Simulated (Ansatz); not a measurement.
La:
```yaml
crystal:
  lattice:
    - [3.58435, 0.00000, 0.00000]
    - [-1.79218, 3.10414, 0.00000]
    - [0.00000, 0.00000, 11.56087]
  atoms:
    - { symbol: La, position: [0.00000, 0.00000, 0.00000] }
    - { symbol: La, position: [0.00000, 0.00000, 0.50000] }
    - { symbol: La, position: [0.33333, 0.66667, 0.25000] }
    - { symbol: La, position: [0.66667, 0.33333, 0.75000] }
```

Relaxed with LDA. Special points in fractions of this cell's reciprocal vectors: Γ (0.000, 0.000, 0.000); M (0.500, 0.000, 0.000); K (0.333, 0.333, 0.000); A (0.000, 0.000, 0.500); L (0.500, 0.000, 0.500); H (0.333, 0.333, 0.500).

**Question.** List the band energies nearest the Fermi level at these points for DFT-LDA in the program Ansatz with PAW potentials.

**Answer.** In eV from the Fermi level; about four levels below and three above (degenerate sets whole), none deeper than 8.9 eV; points with the same levels are listed once.

| k | below | above |
|---|---|---|
| Γ | -3.12 -1.97 -1.76 -1.74 | 0.59 0.75 1.21 1.21 |
| M | -1.31 -0.89 -0.32 -0.26 | 0.45 1.13 1.19 |
| K | -1.19 -1.19 -0.87 -0.63 -0.63 | 0.26 0.43 0.43 |
| A | -2.57 -2.57 -1.83 -1.83 | 0.69 0.69 1.29 1.29 |
| L | -1.57 -1.57 -1.34 -1.34 | 0.59 0.59 1.34 1.34 |
| H | -1.43 -1.43 -0.42 -0.42 | 0.04 0.04 0.15 0.15 |

Space group P6_3/mmc (dhcp (α-La type)). The LDA relaxation kept the symmetry of its start. Scalar-relativistic: spin–orbit coupling is off unless named, which matters more the heavier the elements.

Potentials: the earlier of the program's two PAW sets. The files were generated under PBE; for other functionals the program regenerates the frozen cores, and for LDA and PBEsol the local potential too.
